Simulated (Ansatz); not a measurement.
Computed with Ansatz, not measured. Plane-wave DFT: an element X is put into a periodic supercell of the crystal below and the atoms relax. X is one of the candidates, and is told by the neutral defect's formation energy over the elements (uncorrected), its moments where the run had spin, and its relaxed neighbours, eight at most.

```
cell
1.0
     4.9541    0.0000    0.0000
    -2.4771    4.2904    0.0000
     0.0000    0.0000    3.9248
Cu La Ni
1 1 4
Direct
  0.0000 0.0000 0.0000
  0.6667 0.3333 0.0000
  0.3333 0.6667 0.0000
  0.6646 0.8323 0.5000
  0.1677 0.8323 0.5000
  0.1677 0.3354 0.5000
```

| quantity | value |
| --- | --- |
| host atoms in supercell | 18 |
| functional | PBEsol |
| wave cutoff | 420 eV |
| k mesh | 4, 4, 4 |
| k shift | 0.5, 0.5, 0.5 mesh steps |
| gaussian smearing | 0.05 eV |
| start displacement | 0.05 angstrom |
| electrons started on | no chosen atoms |
| candidate elements | H, Na, Al, Cl, Nb, Ba |
| found formation energy | -0.152 eV |
| found moment change of cell | -0.99 muB |
| found absolute moment of cell | 1.38 muB |
| found largest move from host sites | 0.466 angstrom |
| found added atom moment | 0 muB |

```tsv
supercell vector	supercell times a (host cell vectors)	supercell times b (host cell vectors)	supercell times c (host cell vectors)
A	0	1	-1
B	1	0	-1
C	-1	-1	-1
```

| change element | change kind | change place a (host cell vectors) | change place b (host cell vectors) | change place c (host cell vectors) |
| --- | --- | --- | --- | --- |
| X | interstitial | 0 | -0.5 | -1.75 |

```tsv
found neighbour element	found neighbour distance (angstrom)
Ni	1.572
Ni	1.577
Ni	1.61
La	2.304
Ni	2.57
Cu	2.753
Cu	2.766
Ni	2.954
```

Task: Which element is X?

Result: H.

Caveats: one random start near the defect, so other minima are possible; the supercell is small.
